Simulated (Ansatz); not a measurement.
A geometry of Ga away from equilibrium: step 3 of the relaxation of a generated cell, Ga built in the AFLOW prototype A_mC12_5_3c (A19). The numbers are results of r2SCAN (plane waves to 500 eV, PAW, scalar-relativistic; Ansatz, a program for electronic structure), not measurements. Γ-centred k-mesh 11×11×3 on the run's cell (coarser than for final values), Fermi–Dirac smearing 0.05 eV.

```xyz
6
Lattice="2.9242 -1.6967 -0.0264 2.9242 1.6967 -0.0264 -0.4880 0.0000 11.3925" Properties=species:S:1:pos:R:3:forces:R:3 pbc="T T T" free_energy=-22740.848 pressure_GPa=0.2
Ga     2.8854    -0.7253     2.8596   -0.2112    0.0767   -0.0514
Ga     2.4750    -0.7253     8.4802    0.2112    0.0767    0.0514
Ga     3.5823     1.0352     4.7324    0.1882   -0.0572    0.0174
Ga     1.7781     1.0352     6.6073   -0.1882   -0.0572   -0.0174
Ga     4.4918    -0.3099     0.9122    0.1934   -0.0195    0.1729
Ga     0.8687    -0.3099    10.4275   -0.1934   -0.0195   -0.1729
```

Positions in Å, forces in eV/Å, free energy of the cell in eV (comparable only within this code, potentials and settings). Largest force: 0.26 eV/Å, on Ga5, Ga6 (atoms numbered as listed); the geometry lies 0.04 eV/atom above the end of its relaxation.

No spin polarisation in the result.

The run could not lose the symmetry of its start: the end is stationary, and may be a saddle point rather than a minimum.

The end of the path is a generated cell of Ga: the first start was made by placing the elements on the sites of a structure type, and the end was not matched to a known phase here, so it may be hypothetical. Known forms of Ga include space group No. 64.
